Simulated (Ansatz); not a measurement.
A relaxed cell of Ga5As3P2 is given with its symmetry left out. The cell was found from a structure generator's guess, not taken from experiment.

Computed with Ansatz, DFT PBE, scalar-relativistic, plane waves, PAW. Cutoff 420 eV, Γ-centred mesh, Gaussian smearing, no spin polarisation.

```
Ga P As
1.0
    -1.99596    1.99596   14.13423
     1.99596   -1.99596   14.13423
     1.99596    1.99596  -14.13423
Ga P As
5 2 3
Direct
  0.69845 0.69845 0.00000
  0.30155 0.30155 0.00000
  0.90452 0.90452 0.00000
  0.50000 0.50000 0.00000
  0.09548 0.09548 0.00000
  0.95225 0.45225 0.50000
  0.54775 0.04775 0.50000
  0.35300 0.85300 0.50000
  0.14700 0.64700 0.50000
  0.75000 0.25000 0.50000
```

Formation energies are uncorrected and refer to the elements' standard structures at the same level. The references include black phosphorus.

(1) Find its symmetry and describe it.

(2) What is its formation energy per atom?

(3) Is it a metal?

## Answers

(1) I-4m2 (No. 119), with P and As ordered on zinc blende sites. Conventional cell: a = 3.992 Å, c = 28.268 Å. Ga on a site of symmetry 2mm has 4 As at 2.47 Å; Ga on a second site of symmetry 2mm has 2 P at 2.41 Å and 2 As at 2.47 Å; P has 4 Ga at 2.41 Å; As on a site of symmetry 2mm has 4 Ga at 2.47 Å; 2 more sites not described.

(2) −0.377 eV/atom. It lies below the elements, which doesn't yet make it stable against other compounds or structures.

(3) No, the gap on the 10×10×10 mesh is 0.66 eV.

The last run used a 10×10×10 mesh for its 10-atom cell and Gaussian smearing of 0.02 eV. Kohn–Sham gaps at this level usually fall short of measured ones. The reference forms of As and P are held partly by dispersion forces, which this level lacks. A later test with randomly moved atoms came back to the same energy, though modes that don't fit the test's cell weren't probed.
